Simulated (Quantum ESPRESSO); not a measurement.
pw.x input (Quantum ESPRESSO 7.5; LDA, PseudoDojo standard norm-conserving files, scalar-relativistic):

```
&CONTROL
  calculation = 'scf'
  pseudo_dir = './pseudo'
  outdir = './out'
  tprnfor = .true.
  tstress = .true.
/
&SYSTEM
  ibrav = 0
  nat = 2
  ntyp = 2
  ecutwfc = 86.0
  ecutrho = 344.0
  occupations = 'smearing'
  smearing = 'fd'
  degauss = 0.002
  nbnd = 22
/
&ELECTRONS
  conv_thr = 2e-10
/
ATOMIC_SPECIES
Zn 65.3800 Zn.upf
Se 78.9710 Se.upf
CELL_PARAMETERS angstrom
  0.000000000000   2.783581894000   2.783581894000
  2.783581894000   0.000000000000   2.783581894000
  2.783581894000   2.783581894000   0.000000000000
ATOMIC_POSITIONS crystal
Zn   0.000000000000   0.000000000000   0.000000000000
Se   0.250000000000   0.250000000000   0.250000000000
K_POINTS automatic
8 8 8 0 0 0
```

End of the output:

```
     total energy              =    -660.30487168 Ry
     estimated scf accuracy    <       0.00000025 Ry
     total energy              =    -660.30487173 Ry
     estimated scf accuracy    <          1.5E-09 Ry
     total energy              =    -660.30487173 Ry
     estimated scf accuracy    <          8.2E-10 Ry
[...]
     the Fermi energy is     9.4388 ev
!    total energy              =    -660.30487173 Ry
     estimated scf accuracy    <          9.7E-11 Ry
     smearing contrib. (-TS)   =      -0.00000000 Ry
     internal energy E=F+TS    =    -660.30487173 Ry
     The total energy is F=E-TS. E is the sum of the following terms:
     one-electron contribution =    -479.03731709 Ry
     hartree contribution      =     245.46788050 Ry
     xc contribution           =     -92.06150911 Ry
     ewald contribution        =    -334.67392603 Ry
     convergence has been achieved in   9 iterations
     Forces acting on atoms (cartesian axes, Ry/au):
     atom    1 type  1   force =    -0.00000000    0.00000000    0.00000000
     atom    2 type  2   force =     0.00000000    0.00000000   -0.00000000
     Total force =     0.000000     Total SCF correction =     0.000000
     Computing stress (Cartesian axis) and pressure
          total   stress  (Ry/bohr**3)                   (kbar)     P=       -0.31
  -0.00000211   0.00000000   0.00000000           -0.31        0.00        0.00
   0.00000000  -0.00000211   0.00000000            0.00       -0.31        0.00
   0.00000000   0.00000000  -0.00000211            0.00        0.00       -0.31
```
In a gapped system the printed Fermi energy is only some level inside the gap.

Spin-orbit coupling is not included.

Geometry relaxed with LDA.
